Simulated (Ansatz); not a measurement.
Mg2ZnO3 in space group P-3m1 (No. 164; Mg on 2d, Zn on 1a, O on 2d, O on 1b), LDA in the plane-wave PAW code Ansatz, all energies at zero smearing, with the estimated change up to a 700 eV cutoff added, with one set of potentials and settings (totals compare only within such a set). Cell of 6 atoms (2 Mg, 1 Zn, 3 O): -8721.922 eV.

```
element                            reference phase  E (eV/atom)
-------  -----------------------------------------  -----------
Mg                   P6_3/mmc, 2 atoms in the cell   -1901.6031
Zn                   P6_3/mmc, 2 atoms in the cell   -3246.2618
O        C2/m, 4 atoms in the cell, spin-polarised    -552.6518
```

Formation energy per atom, worked out: (-8721.922 − 2×(-1901.6031) − 1×(-3246.2618) − 3×(-552.6518))/6 = -2.417 eV/atom (-233 kJ per mol of atoms), at 0 K, without zero-point energy or fitted corrections.

The first step of the workflow began from a Materials Project structure, measured or hypothetical; the Crystallography Open Database copy checked does not list it. With Mg and Zn taken as one species the cell has the higher symmetry Fm-3m, so it may be an ordered model of a mixed-site phase. Its standing as an ambient phase is unchecked. The cell was relaxed with LDA under the symmetry of its start; phonons on a q-mesh show no instability. The references are the lowest solids computed at this level, not always the standard phases (solids in place of the gases).

Potentials: the later of the program's two PAW sets.
